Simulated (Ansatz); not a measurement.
Total density of states per atom from r²SCAN in the plane-wave PAW code Ansatz, in 0.25 eV bins, energy from the valence-band maximum:

```
E (eV) | states/eV/atom
    -7.85 | # 0.07
    -7.60 | # 0.07
    -7.35 | ### 0.16
    -7.10 | #### 0.24
    -6.85 | ## 0.09
    -6.60 | # 0.05
    -6.35 | ## 0.13
    -6.10 | #### 0.22
    -5.85 | ## 0.10
    -5.60 | # 0.05
    -5.35 |  0.02
    -5.10 | #################### 1.14
    -4.85 | ## 0.10
    -4.60 | ######## 0.43
    -4.35 | ### 0.15
    -4.10 | ########### 0.62
    -3.85 | ################ 0.92
    -3.60 | ############# 0.75
    -3.35 | ################### 1.08
    -3.10 | #################### 1.11
    -2.85 | ############################## 1.68
    -2.60 | ####### 0.41
    -2.35 | ### 0.18
    -2.10 | ######## 0.44
    -1.85 | ######## 0.46
    -1.60 | ##### 0.28
    -1.35 | ##### 0.27
    -1.10 | ## 0.14
    -0.85 | # 0.07
    -0.60 | # 0.04
    -0.35 |  0.02
    -0.10 |  0.00
     0.15 |  0.00
     0.40 |  0.00
     0.65 |  0.00
     0.90 |  0.00
     1.15 |  0.00
     1.40 |  0.00
     1.65 | ### 0.17
     1.90 | ###### 0.35
     2.15 | ####### 0.40
     2.40 | ######## 0.43
     2.65 | ######## 0.46
     2.90 | ###### 0.34
     3.15 | #### 0.20
     3.40 | ## 0.13
     3.65 | ####### 0.37
     3.90 | ### 0.19
     4.15 | ###### 0.33
     4.40 | ### 0.19
     4.65 | ########## 0.54
     4.90 | ####### 0.38
     5.15 | ############ 0.69
     5.40 | ######## 0.44
     5.65 | ######## 0.43
     5.90 | ########## 0.54
     6.15 | ############### 0.84
     6.40 | ########## 0.58
```

**Question.** Which of these materials gives this?
A. SnO, P-6m2 (Sn on 1a, O on 1f)
B. TiO, P-62m (Ti on 2d, Ti on 1a, O on 3f)
C. CoSn, P6/mmm (Co on 3f, Sn on 1a, Sn on 2d)
D. K2Sn2O3, I2_13 (K on 8a, Sn on 8a, O on 12b)

**Answer.** D, K2Sn2O3, I2_13 (K on 8a, Sn on 8a, O on 12b). Top 1 eV of the valence band: Sn 5p 38 %, O 2p 30 %, Sn 5s 28 %. Bottom 1 eV of the conduction band: Sn 5p 63 %, O 2p 10 %, O 2s 7 %, outside the projected shells 13 %. Projections are on Löwdin-orthogonalised atomic valence shells; empty p or d shells of many metals are not among them.

The first step of the workflow began from a Materials Project structure, measured or hypothetical; the Crystallography Open Database copy checked does not list it. COD files the formula under space group No. 166, so this cell is another polymorph or a model. Whether it is the stable phase at ambient conditions was not checked. Symmetry was held in the r²SCAN relaxation; whether a distortion lowers the energy is not shown. Spin–orbit coupling is left out wherever it is not named.

Potentials: the later of the program's two PAW sets.
